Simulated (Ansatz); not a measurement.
Si₂W, in the lowest of the structures calculated here: I4/mmm (No. 139), tI6; a = 3.2292 Å, b = 3.2292 Å, c = 7.8673 Å, α = 90.00°, β = 90.00°, γ = 90.00°; W 2a (0.000, 0.000, 0.000); Si 4e (0.000, 0.000, 0.335). Method: PBE (plane waves to 420 eV, PAW, scalar-relativistic; Ansatz, a quantum-chemistry and plane-wave program). Element references, the lowest calculated here: W (Im-3m), Si (Fd-3m).

Total energies (eV/atom, σ → 0; comparable only within this code, potentials and settings):

| phase | E (eV/atom) |
|---|---|
| Si2W (I4/mmm) | -3885.820 |
| W (Im-3m) | -10384.827 |
| Si (Fd-3m) | -635.810 |

Question: What is the formation energy of this I4/mmm form of Si2W from the elements?

Answer: E_f = -3885.820 − [2 × (-635.810) + 1 × (-10384.827)] / 3 = -0.34 eV/atom (-1.0 eV per formula unit).

Static energies, no anion corrections, no zero-point energy. Values are rounded to 0.01 eV/atom. Spin-orbit coupling is missing from these energies, which matters for elements this heavy. The compounds carry no spin polarisation.
